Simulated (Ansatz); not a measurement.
InP:
```xyz
8
Lattice="4.1727 0.0000 0.0000 -2.0864 3.6137 0.0000 0.0000 0.0000 13.6644" Properties=species:S:1:pos:R:3 pbc="T T T"
In     2.0864     1.2046     0.0001
P      2.0864     1.2046     2.5647
In     0.0000     0.0000     3.4177
P      0.0000     0.0000     5.9738
In     0.0000     2.4091     6.8323
P      0.0000     2.4091     9.3970
In     0.0000     0.0000    10.2499
P      0.0000     0.0000    12.8060
```

Relaxed with r²SCAN. Special points in fractions of this cell's reciprocal vectors: Γ (0.000, 0.000, 0.000); M (0.500, 0.000, 0.000); K (0.333, 0.333, 0.000); A (0.000, 0.000, 0.500); L (0.500, 0.000, 0.500); H (0.333, 0.333, 0.500).

Task: List the band energies nearest the valence-band maximum at these points for r²SCAN in the plane-wave PAW code Ansatz.

Result: In eV from the valence-band maximum; about four levels below and three above (degenerate sets whole), none deeper than 8.9 eV; points with the same levels are listed once.

| k | below | above |
|---|---|---|
| Γ | -0.54 -0.54 -0.06 0.00 0.00 | 1.07 1.67 1.99 |
| M | -1.76 -1.76 -1.74 -1.27 -0.99 | 1.84 1.92 2.23 |
| K | -2.55 -1.95 -1.95 -1.46 | 2.91 3.47 3.47 |
| A | -0.18 -0.18 -0.18 -0.18 | 1.79 1.79 2.05 2.05 |
| L | -1.76 -1.76 -1.25 -1.25 | 2.20 2.20 2.63 2.63 |
| H | -2.02 -2.02 -1.78 -1.78 | 2.86 2.86 3.78 3.78 |

Space group P6_3mc. The start of the workflow was typed in or built on a structure type; the Crystallography Open Database copy checked does not list it. It is not the phase usual at ambient conditions (space group No. 216). The cell was relaxed with r²SCAN under the symmetry of its start; its stability against distortions is not shown here. Spin–orbit coupling is left out wherever it is not named.

Potentials: the later of the program's two PAW sets.
